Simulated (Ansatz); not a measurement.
The calculation used DFT PBE, scalar-relativistic, plane waves, PAW (Ansatz 0.2.0). All cells share a 420 eV cutoff and Γ-centred k meshes spaced at most about 0.3 Å⁻¹ (about 0.25 or finer for metals, 2π included). No spin polarisation in the final relaxations.

These are static total energies at zero pressure.

Two forms of Be₃Se₂O were relaxed alike.

A.

```cif
data_structure
_symmetry_space_group_name_H-M 'P6/mmm'
_symmetry_Int_Tables_number 191
_cell_length_a 4.2550
_cell_length_b 4.2550
_cell_length_c 6.0152
_cell_angle_alpha 90.000
_cell_angle_beta 90.000
_cell_angle_gamma 120.000
_cell_volume 94.31
loop_
_atom_site_label
_atom_site_type_symbol
_atom_site_symmetry_multiplicity
_atom_site_Wyckoff_symbol
_atom_site_fract_x
_atom_site_fract_y
_atom_site_fract_z
_atom_site_occupancy
Be1 Be 3 g 0.50000 0.00000 0.50000 1
Se1 Se 2 c 0.33333 0.66667 0.00000 1
O1 O 1 b 0.00000 0.00000 0.50000 1
```

B.

```cif
data_structure
_symmetry_space_group_name_H-M 'P1'
_symmetry_Int_Tables_number 1
_cell_length_a 4.0397
_cell_length_b 4.0483
_cell_length_c 13.7874
_cell_angle_alpha 83.276
_cell_angle_beta 87.273
_cell_angle_gamma 61.063
_cell_volume 195.96
loop_
_atom_site_label
_atom_site_type_symbol
_atom_site_symmetry_multiplicity
_atom_site_Wyckoff_symbol
_atom_site_fract_x
_atom_site_fract_y
_atom_site_fract_z
_atom_site_occupancy
Be1 Be 1 a 0.46291 0.55860 0.23745 1
Be2 Be 1 a 0.62188 0.48239 0.73360 1
Be3 Be 1 a 0.45826 0.03093 0.28210 1
Be4 Be 1 a 0.61365 0.95638 0.77815 1
Be5 Be 1 a 0.95838 0.06823 0.23698 1
Be6 Be 1 a 0.11582 0.99065 0.73303 1
Se1 Se 1 a 0.95235 0.60063 0.15031 1
Se2 Se 1 a 0.11236 0.52212 0.64681 1
Se3 Se 1 a 0.90380 0.43946 0.37283 1
Se4 Se 1 a 0.05751 0.36300 0.86947 1
O1 O 1 a 0.94467 0.20644 0.97753 1
O2 O 1 a 0.79842 0.28117 0.48175 1
```

**Question.** Which form is favoured at zero pressure, and by what margin per atom?

**Answer.** B is lower, by 289 meV/atom. A has space group P6/mmm (No. 191), 15.7 Å³/atom and no gap on its mesh; B has space group P1 (No. 1), 16.3 Å³/atom and no gap. Counting O or Se atoms around Be (for each partner element, those within 1.25 times its shortest distance or 1.15 times the sum of covalent radii, where it is the nearest in units of that sum or under 1.3; the shortest distance is added where it is long for a bond; a slash parts the counts of unlike sites), A has Be 2 from 2.1 Å and B has Be 3/4. A holds Se–Se nets (shortest 2.46 Å); in B the shortest Se–Se distance is 3.08 Å. In A, around Be lie 2 O at 2.13 Å and 4 Be at 2.13 Å; around Se lie 3 Se at 2.46 Å; O has 6 Be at 2.13 Å. In B, around Be on its first site lie 4 Be at 2.03–2.16 Å and 3 Se at 2.33–2.48 Å; around Se on its first site lie 4 Be at 2.33–2.36 Å; around O on its first site lies 1 Se at 1.68 Å; 9 more sites not described. Both come from invented guesses. A third cell relaxed alike, in P6_3/mmc, lies 0.78 eV/atom below the lower of the two.

Weakly bound directions are ill-defined at this level, which has no dispersion term (P6/mmm, P1), and this can change margins and order among such cells. Cells relaxed within their symmetry can be saddle points.
